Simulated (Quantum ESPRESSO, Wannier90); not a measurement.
**Wannierisation of MgTe (zinc blende)**

```
begin unit_cell_cart
ang
    0.0000000000    3.2320000000    3.2320000000
    3.2320000000    0.0000000000    3.2320000000
    3.2320000000    3.2320000000    0.0000000000
end unit_cell_cart
begin atoms_frac
Mg   0.0000000000  0.0000000000  0.0000000000
Te   0.2500000000  0.2500000000  0.2500000000
end atoms_frac
```

Cell from Materials Project (mp-13033), symmetrised, no further relaxation. Not found in the COD (Crystallography Open Database) copy used, which has the formula in other groups; not checked further. Computed values, not measurements, from PBEsol: Quantum ESPRESSO (norm-conserving PseudoDojo potentials, cutoff 68 Ry, no spin polarisation, no spin-orbit coupling) on a Γ-centred 8×8×8 mesh, then Wannier90. Density: 8×8×8 mesh, cold smearing 0.01 Ry. Spin-orbit coupling is left out although heavy elements are present.

Bands 10-13 form an isolated set from -10.23 to 0.00 eV relative to the valence-band maximum (on the path) and are turned into 4 Wannier functions by minimising the spread from the start: s functions at the bond centres.

Question: Where do the functions sit, how wide are they and what are they made of?

Answer: 
| functions | spread (Å²) | nearest atom, distance (Å) | second atom, distance (Å) | weight on atomic waves |
|---|---|---|---|---|
| 4 | 2.12 | Te 0.77 | Mg 2.03 | Te 5p 66 %, Te 5s 23 %, Mg 3s 9 % |

Ω_I = 7.51 Å², Ω_total = 8.49 Å²; the interpolated bands follow pw.x to 2.6 meV rms on the path. It is the lowest total spread that any start reached here.
